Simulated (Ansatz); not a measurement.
Input, command and steps of an Ansatz relaxation.

```yaml
crystal:
  lattice:
    - [0.0, 3.794555, 3.794555]
    - [3.794555, 0.0, 3.794555]
    - [3.794555, 3.794555, 0.0]
  atoms:
    - { symbol: In, position: [0.0, 0.0, 0.0] }
    - { symbol: Sb, position: [0.25, 0.25, 0.25] }
    - { symbol: Sb, position: [0.75, 0.75, 0.75] }
    - { symbol: Sb, position: [0.5, 0.5, 0.5] }
basis:
  ecutwfc: 420
kpoints:
  mp_grid: { grid: [10, 10, 10] }
hamiltonian:
  xc: pbesol
  dispersion: d3bj
scf:
  occupations: { method: gaussian, width: 0.1 }
output:
  forces: true
  stress: true
  eigenvalues: true
relax:
  adjacent_minimum: "off"
  f_tol: 0.005
  max_steps: 80
  cell: { stress_tol: 0.05 }
```

```bash
ansatz run input.yaml --threads 1 --pin off --max-ram 2560MiB --backend cpu --events-out ev --progress --plain --runs-dir out
```

Theory: DFT PBEsol+D3(BJ), scalar-relativistic, plane waves, PAW in Ansatz.

Of 6 frames 6 are shown, positions in Å and forces in eV/Å; the SCF threshold varies from step to step. Steps run on the plane waves of an earlier cell, with a Pulay correction in the pressure. The basis is chosen afresh for the last frame, the zero of the energies, and at times for earlier ones too; energy and pressure step there, also at an unchanged geometry.

```xyz
4
Lattice="0.0000 3.7946 3.7946 3.7946 0.0000 3.7946 3.7946 3.7946 0.0000" Properties=species:S:1:pos:R:3:forces:R:3 pbc="T T T" step=1 free_energy_over_end_meV_per_atom=56.42 pressure_GPa=-5.91
In    0.0000    0.0000    0.0000    0.0000    0.0000    0.0000
Sb    1.8973    1.8973    1.8973    0.0000    0.0000    0.0000
Sb    5.6918    5.6918    5.6918    0.0000    0.0000    0.0000
Sb    3.7946    3.7946    3.7946    0.0000    0.0000    0.0000
4
Lattice="0.0000 3.6058 3.6058 3.6058 0.0000 3.6058 3.6058 3.6058 0.0000" Properties=species:S:1:pos:R:3:forces:R:3 pbc="T T T" step=2 free_energy_over_end_meV_per_atom=11.39 pressure_GPa=3.74
In    0.0000    0.0000    0.0000    0.0000    0.0000    0.0000
Sb    1.8029    1.8029    1.8029    0.0000    0.0000    0.0000
Sb    5.4087    5.4087    5.4087    0.0000    0.0000    0.0000
Sb    3.6058    3.6058    3.6058    0.0000    0.0000    0.0000
4
Lattice="0.0000 3.6744 3.6744 3.6744 0.0000 3.6744 3.6744 3.6744 0.0000" Properties=species:S:1:pos:R:3:forces:R:3 pbc="T T T" step=3 free_energy_over_end_meV_per_atom=-0.10 pressure_GPa=-0.71
In    0.0000    0.0000    0.0000    0.0000    0.0000    0.0000
Sb    1.8372    1.8372    1.8372    0.0000    0.0000    0.0000
Sb    5.5116    5.5116    5.5116    0.0000    0.0000    0.0000
Sb    3.6744    3.6744    3.6744    0.0000    0.0000    0.0000
4
Lattice="0.0000 3.6631 3.6631 3.6631 0.0000 3.6631 3.6631 3.6631 0.0000" Properties=species:S:1:pos:R:3:forces:R:3 pbc="T T T" step=4 free_energy_over_end_meV_per_atom=-0.72 pressure_GPa=-0.06
In    0.0000    0.0000    0.0000    0.0000    0.0000    0.0000
Sb    1.8316    1.8316    1.8316    0.0000    0.0000    0.0000
Sb    5.4947    5.4947    5.4947    0.0000    0.0000    0.0000
Sb    3.6631    3.6631    3.6631    0.0000    0.0000    0.0000
4
Lattice="0.0000 3.6621 3.6621 3.6621 0.0000 3.6621 3.6621 3.6621 0.0000" Properties=species:S:1:pos:R:3:forces:R:3 pbc="T T T" step=5 free_energy_over_end_meV_per_atom=-0.73 pressure_GPa=0.00
In    0.0000    0.0000    0.0000    0.0000    0.0000    0.0000
Sb    1.8310    1.8310    1.8310    0.0000    0.0000    0.0000
Sb    5.4931    5.4931    5.4931    0.0000    0.0000    0.0000
Sb    3.6621    3.6621    3.6621    0.0000    0.0000    0.0000
4
Lattice="0.0000 3.6621 3.6621 3.6621 0.0000 3.6621 3.6621 3.6621 0.0000" Properties=species:S:1:pos:R:3:forces:R:3 pbc="T T T" step=6 free_energy_over_end_meV_per_atom=0.00 pressure_GPa=0.00
In    0.0000    0.0000    0.0000    0.0000    0.0000    0.0000
Sb    1.8310    1.8310    1.8310    0.0000    0.0000    0.0000
Sb    5.4931    5.4931    5.4931    0.0000    0.0000    0.0000
Sb    3.6621    3.6621    3.6621    0.0000    0.0000    0.0000
```

It took 27 s on 1 thread of Intel(R) Xeon(R) 6975P-C (Granite Rapids), on a shared host, peak memory 0.52 GiB.